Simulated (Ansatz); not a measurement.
Relaxation of a randomly generated symmetric cell of Be (space group No. 63); 2 atoms in the cell, which starts as Cmcm (No. 63), oS4; a = 2.458 Å, b = 4.079 Å, c = 3.485 Å, α = β = γ = 90.00°. Calculation: PBE (plane waves to 420 eV, PAW, scalar-relativistic; Ansatz, a quantum-chemistry and plane-wave program). Γ-centred k-mesh 15×15×9 on the run's cell (coarser than for final values), Fermi–Dirac smearing 0.05 eV. This is the first round of the run. 

The optimiser's lines from the output (shortened; P is positive under compression):

```
relax step   1: F+E_penalty+E_count = -183.86526496 eV  Δ(F+E_penalty+E_count) = +0.000e0 eV  max|allowed force component| = 2.955e0 eV/Å  Δτ_max = 0.0000 Å  P = +9.283 GPa  Ω = 17.472 Å³  (6 SCF iters, dr2 threshold 1.00e-7 eV, accepted)
relax step   2: F+E_penalty+E_count = -184.90983720 eV  Δ(F+E_penalty+E_count) = -1.045e0 eV  max|allowed force component| = 2.196e0 eV/Å  Δτ_max = 0.1430 Å  P = +1.430 GPa  Ω = 16.598 Å³  (5 SCF iters, dr2 threshold 2.00e-7 eV, accepted)
relax step   3: F+E_penalty+E_count = -185.48548582 eV  Δ(F+E_penalty+E_count) = -5.756e-1 eV  max|allowed force component| = 6.015e-1 eV/Å  Δτ_max = 0.1940 Å  P = +0.937 GPa  Ω = 15.736 Å³  (5 SCF iters, dr2 threshold 2.00e-7 eV, accepted)
relax step   4: F+E_penalty+E_count = -185.52852410 eV  Δ(F+E_penalty+E_count) = -4.304e-2 eV  max|allowed force component| = 5.546e-3 eV/Å  Δτ_max = 0.0832 Å  P = +0.011 GPa  Ω = 15.799 Å³  (4 SCF iters, dr2 threshold 2.00e-7 eV, accepted)
relax step   5: F+E_penalty+E_count = -185.52950759 eV  Δ(F+E_penalty+E_count) = -9.835e-4 eV  max|allowed force component| = 3.698e-4 eV/Å  Δτ_max = 0.0040 Å  P = -0.040 GPa  Ω = 15.803 Å³  (3 SCF iters, dr2 threshold 2.00e-7 eV, accepted)
relax step   6: F+E_penalty+E_count = -185.52950970 eV  Δ(F+E_penalty+E_count) = -2.113e-6 eV  max|allowed force component| = 4.976e-5 eV/Å  Δτ_max = 0.0000 Å  P = -0.013 GPa  Ω = 15.799 Å³  (2 SCF iters, dr2 threshold 2.72e-8 eV, accepted)
relax step   7: F+E_penalty+E_count = -185.52951010 eV  Δ(F+E_penalty+E_count) = -3.975e-7 eV  max|allowed force component| = 6.280e-6 eV/Å  Δτ_max = 0.0000 Å  P = +0.002 GPa  Ω = 15.797 Å³  (3 SCF iters, dr2 threshold 1.18e-9 eV, accepted)
relax step   8: F+E_penalty+E_count = -185.52935809 eV  Δ(F+E_penalty+E_count) = +1.520e-4 eV  max|allowed force component| = 1.460e-6 eV/Å  Δτ_max = 0.0000 Å  P = -0.005 GPa  Ω = 15.797 Å³  stress off target by 1.37e-2 GPa  SCF on the basis re-selected at this cell (its energy is not comparable with the rows above)  (5 SCF iters)
```

From the first to the last row the energy changes by -0.83 eV/atom and the volume by -9.6 %. The last row is marked as not comparable with the walk above it, whose basis was carried along; it does compare with step 1, since both stand on a basis selected at the nominal cutoff for their own cell.

Later rounds, restarted from the end of this one on a renewed k-mesh, logged 9 more steps and released under 0.01 eV/atom more. The final structure after all rounds: P6₃/mmc (No. 194), hP2, hcp (Mg type); a = b = 2.2645 Å, c = 3.5609 Å, α = β = 90.00°, γ = 120.00°. Between re-selections the logged energies stand on a plane-wave basis carried along with the cell. No spin polarisation in the result.

The run could not lose the symmetry of its start; a randomly shaken copy of 4 atoms returns to this structure.
